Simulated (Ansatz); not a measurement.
ZnS in space group P4/nmm (No. 129; Zn on 2c, S on 2a), LDA in the plane-wave PAW code Ansatz, all energies at zero smearing, with the estimated change up to a 700 eV cutoff added, with one set of potentials and settings (totals compare only within such a set). Cell of 4 atoms (2 Zn, 2 S): -8232.288 eV.

```tsv
element	reference phase	E (eV/atom)
Zn	P6_3/mmc, 2 atoms in the cell	-3246.2618
S	Fddd, 32 atoms in the cell	-869.4931
```

Formation energy per atom, worked out: (-8232.288 − 2×(-3246.2618) − 2×(-869.4931))/4 = -0.195 eV/atom (-19 kJ per mol of atoms), at 0 K, without zero-point energy or fitted corrections.

A made-up cell: these elements were put on the sites of a structure type; neither database checked (COD, Materials Project) lists it. It is not the phase usual at ambient conditions (space group No. 186, 216). The cell was relaxed with LDA under the symmetry of its start. At this level the phase is dynamically unstable (imaginary phonons). A crystal of weakly bound layers computed without a dispersion correction: the cell and the soft elastic constants depend strongly on that. The references are the lowest solids computed at this level, not always the standard phases.

Potentials: the later of the program's two PAW sets.
